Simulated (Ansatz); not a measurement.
The start is a relaxed Rb3InCl6 cell displaced along its unstable phonon at q = Γ (56i cm⁻¹), largest move 0.15 Å. A full variable-cell relaxation at zero pressure is run with PBE (plane waves to 420 eV, PAW, scalar-relativistic; Ansatz, a quantum-chemistry and plane-wave program). The first steps use a coarse 4×4×4 k-mesh.

Initial structure:
```yaml
crystal:
  lattice:
    - [0.00000, 5.64123, 5.64123]
    - [5.64123, 0.00000, 5.64123]
    - [5.64123, 5.64123, 0.00000]
  atoms:
    - { symbol: Rb, position: [0.75000, 0.75000, 0.75000] }
    - { symbol: Rb, position: [0.25000, 0.25000, 0.25000] }
    - { symbol: Rb, position: [0.50000, 0.50000, 0.50000] }
    - { symbol: In, position: [0.00000, 0.00000, 0.00000] }
    - { symbol: Cl, position: [0.77468, 0.22532, 0.22532] }
    - { symbol: Cl, position: [0.22532, 0.77468, 0.77468] }
    - { symbol: Cl, position: [0.21203, 0.76138, 0.23862] }
    - { symbol: Cl, position: [0.78797, 0.23862, 0.76138] }
    - { symbol: Cl, position: [0.23862, 0.21203, 0.78797] }
    - { symbol: Cl, position: [0.76138, 0.78797, 0.21203] }
```

Which atoms feel the largest initial force, and how large is it?

0.06 eV/Å, on Cl7, Cl8, Cl9, Cl10 (atoms numbered as listed).

By how much does the energy per atom fall from start to end?

0.029 eV/atom.

How does the volume change?

-3.6 %, from 35.90 to 34.62 Å³/atom.

Does it find its way back to the structure it was made from?

It does not go back: it reaches I4/m (No. 87), 0.031 eV/atom below the parent.

Write out the relaxed structure.


```cif
data_Cl12In2Rb6
_chemical_formula_sum 'Rb6 In2 Cl12'
_space_group_name_H-M_alt 'I4/m'
_space_group_IT_number 87
_space_group_name_Hall '-I 4'
_cell_length_a 7.77283
_cell_length_b 7.77283
_cell_length_c 11.46003
_cell_angle_alpha 90.000
_cell_angle_beta 90.000
_cell_angle_gamma 90.000
loop_
_atom_site_label
_atom_site_type_symbol
_atom_site_symmetry_multiplicity
_atom_site_Wyckoff_symbol
_atom_site_fract_x
_atom_site_fract_y
_atom_site_fract_z
_atom_site_occupancy
Rb1 Rb 4 d 0.00000 0.50000 0.25000 1
Rb2 Rb 2 b 0.00000 0.00000 0.50000 1
In1 In 2 a 0.00000 0.00000 0.00000 1
Cl1 Cl 4 e 0.00000 0.00000 0.22401 1
Cl2 Cl 8 h 0.13768 0.29809 0.00000 1
```
(The calculation used a cell of 10 atoms; values per cell refer to that cell.)

Final values are on a 6×6×6 k-mesh of the relaxed cell. No spin polarisation in the result.

The run could not lose the symmetry of its start.

Of the parent cell (Fm-3m (No. 225)): The relaxation started from an entry of Materials Project.

The runs began from a structure in Materials Project; this end point is another cell, not compared with measured phases.
